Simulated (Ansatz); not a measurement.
**Zone-centre phonons of HfC at -1.7 GPa: input and output**

Computed with DFT LDA, scalar-relativistic, plane waves, PAW (Ansatz 0.2.0).

Launched with:
```bash
ansatz run input.yaml --threads 1 --pin off --max-ram 1228MiB --backend cpu --events-out ev --progress --plain --runs-dir out
```

Input (bare energies are in eV):
```yaml
crystal:
  lattice:
    - [2.8527, 0.0, 0.0]
    - [0.0, 2.8527, 0.0]
    - [0.0, 0.0, 2.8527]
  atoms:
    - { symbol: Hf, position: [0.0, 0.0, 0.0] }
    - { symbol: C, position: [0.5, 0.5, 0.5] }
basis:
  ecutwfc: 420
kpoints:
  mp_grid: { grid: [14, 14, 14] }
hamiltonian:
  xc: lda
scf:
  occupations: { method: fermi_dirac, width: 0.15 }
output:
  eigenvalues: true
phonons:
  method: dfpt
  eigenvectors: true
```

Results section of the output:
```
--- Phonons (Γ-DFPT): 2 representative perturbations + reference, on 288 of 2744 k-points (Σ response iterations 7) ---
  k mesh reduced under 8 symmetry operations, with k and −k counted as one. Each operation leaves every solved perturbation unchanged. A smaller set is not used because it would not reduce the number of displacements ...
  ASR residual: 2.473e-4 → 0.000e0 eV/Å²; symmetrization residual: 6.989e-7 eV/Å²
  ASR residual per site (eV/Å²): 2.47e-4 7.22e-5
  Γ frequencies (cm⁻¹): 0.00 0.00 0.00 168.34 168.34 168.34
  non-analytic LO–TO correction: not included (Born effective charges unavailable; polar crystals: no LO–TO splitting at Γ)
```

Time: 63 s on 1 thread of Arm Neoverse N1 (shared host), peak memory 0.74 GiB.

The cell is the ideal cubic caesium chloride prototype; this isn't the usual structure of the compound. In a metal, frequencies and elastic constants depend on the k mesh and the smearing, soft modes and shear constants most. Spin–orbit coupling is left out, which can shift energies with elements as heavy as these.